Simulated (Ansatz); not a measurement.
# Calculated ⁴⁷Ti nuclear quadrupole resonance for Ca₂TiAlSi₂O₉F

Cell: a computed structure from the Materials Project (it need not be an observed phase), taken as it stands.

```cif
data_Ca2TiAlSi2O9F
_symmetry_space_group_name_H-M 'P-1'
_symmetry_Int_Tables_number 2
_cell_length_a 5.4450
_cell_length_b 7.0913
_cell_length_c 10.4186
_cell_angle_alpha 106.501
_cell_angle_beta 94.111
_cell_angle_gamma 104.580
loop_
_atom_site_label
_atom_site_type_symbol
_atom_site_symmetry_multiplicity
_atom_site_Wyckoff_symbol
_atom_site_fract_x
_atom_site_fract_y
_atom_site_fract_z
Ca1 Ca 2 i 0.9977 0.5837 0.8351
Ca2 Ca 2 i 0.5038 0.0842 0.3323
Ti5 Ti 1 b 0.0000 0.0000 0.5000
Ti6 Ti 1 g 0.0000 0.5000 0.5000
Al7 Al 1 e 0.5000 0.5000 0.0000
Al8 Al 1 d 0.5000 0.0000 0.0000
Si9 Si 2 i 0.0273 0.0933 0.8477
Si10 Si 2 i 0.5235 0.5903 0.3353
O13 O 2 i 0.2511 0.0214 0.1171
O14 O 2 i 0.1456 0.3350 0.9476
O15 O 2 i 0.7458 0.5368 0.6278
O16 O 2 i 0.4409 0.5913 0.1807
O17 O 2 i 0.2391 0.9617 0.8518
O18 O 2 i 0.6278 0.8264 0.4410
O21 O 2 i 0.8928 0.2158 0.4667
O22 O 2 i 0.9444 0.0954 0.6922
O23 O 2 i 0.7333 0.4588 0.3396
F F 2 i 0.3997 0.7151 0.9642
```

One atom of each set is listed.

The numbers come from a DFT calculation in Ansatz (PBE, plane waves and PAW, scalar-relativistic, 420 eV cutoff, Γ-centred 4×3×2 k-points, Fermi–Dirac smearing 0.02 eV).

⁴⁷Ti: I = 5/2, Q = 302.0 mb (year-2017 value). Static lattice, zero field.

Q: Predict the zero-field ⁴⁷Ti lines of each site.

A: For I = 5/2 and η = 0 the lines are 3|C_Q|/20 and twice that; η pulls their ratio below 2.

```tsv
site	atoms	V_zz (10²¹ V/m²)	C_Q (MHz)	η	line frequencies (MHz)
Ti5	1	-8.30	-60.6	0.42	10.7, 17.6
Ti6	1	-9.14	-66.7	0.28	10.9, 19.7
```

Q: And for ⁴⁹Ti (I = 7/2, Q = 247.0 mb) on Ti6?

A: C_Q scales with Q to -54.6 MHz, with lines at 4.89, 7.52, 11.6 MHz.

Hardware: 1 thread of Intel Xeon Platinum 8259CL CPU @ 2.50GHz (Skylake/Cascade Lake) (x86_64; 36 cores open to the job, memory cap 2.5 GiB, no GPU), a shared host with a load of 0.5 a core. Wall time 79 s, CPU time 79 s, peak memory 1.1 GiB.
